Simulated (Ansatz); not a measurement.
Be2C (fluorite or antifluorite type, Fm-3m) under volume change, plane-wave PAW PBEsol (Ansatz code), scaled uniformly.

```tsv
V (Å³/atom)	E − E(relaxed) (meV/atom)	P (GPa)
6.071	40.0	22.89
6.271	16.9	14.19
6.472	4.0	6.62
6.672	0.0	0.00
6.872	3.7	-5.78
7.072	14.1	-10.84
7.272	30.5	-15.27
```

**Question.** What does a third-order Birch–Murnaghan fit give for V₀, B₀ and B′?

**Answer.** V₀ = 6.67 Å³/atom, B₀ = 206 GPa, B′ = 3.5.

Symmetry was held in the PBEsol relaxation.

Potentials: the earlier of the program's two PAW sets. The files were generated under PBE; for other functionals the program regenerates the frozen cores, and for LDA and PBEsol the local potential too.
